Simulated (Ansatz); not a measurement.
**Response of SnPt3 to small distortions**

```
CELL_PARAMETERS angstrom
4.00000 0.00000 0.00000
0.00000 4.00000 0.00000
0.00000 0.00000 4.00000
ATOMIC_POSITIONS crystal
Sn 0.00000 0.00000 0.00000
Pt 0.00000 0.50000 0.50000
Pt 0.50000 0.00000 0.50000
Pt 0.50000 0.50000 0.00000
```

Atom numbers follow the list: Sn1, Pt2, Pt3, Pt4.

The cell comes from COD entry 1523555, which wasn't checked; take it as a given geometry.

Spin–orbit coupling is left out, though it moves levels of the heavy atoms by tenths of an eV or more.

Level of theory: Ansatz 0.2.0, DFT, LDA, PAW with Ansatz's default frozen-core files, scalar-relativistic.

Settings: a Γ-centred 8×8×8 k mesh, Fermi–Dirac smearing of 0.05 eV, cutoff 420 eV, no spin polarisation; the PAW files were made with PBE, and the program remakes their frozen cores for this functional.

The unchanged cell is at -3.59 GPa.

In a metal, stresses and small energies carry noise from the k mesh.

x, y and z are the Cartesian axes of the cell as listed; fractional coordinates follow a strain, and an engineering shear is twice the off-diagonal strain component.

(1) One change gave: energy change +1.1 meV/atom; stress change (xx, yy, zz, yz, xz, xy) 0.07, 0.07, 0.07, -0.73, -0.73, -0.73 GPa, compression positive. Which change was it?
A. equal xy, yz and zx engineering shear strains of -1 %
B. equal xy, yz and zx engineering shear strains of +1 %
C. equal xy, yz and zx engineering shear strains of -2 %
D. equal xy, yz and zx engineering shear strains of +2 %

## Answers

(1) B. For equal xy, yz and zx engineering shear strains of -2 %: energy change +4.2 meV/atom; stress change (xx, yy, zz, yz, xz, xy) 0.29, 0.29, 0.29, 1.44, 1.44, 1.44 GPa, compression positive. For equal xy, yz and zx engineering shear strains of -1 %: energy change +1.0 meV/atom; stress change (xx, yy, zz, yz, xz, xy) 0.07, 0.07, 0.07, 0.71, 0.71, 0.71 GPa, compression positive. For equal xy, yz and zx engineering shear strains of +2 %: energy change +4.3 meV/atom; stress change (xx, yy, zz, yz, xz, xy) 0.29, 0.29, 0.29, -1.48, -1.48, -1.48 GPa, compression positive.
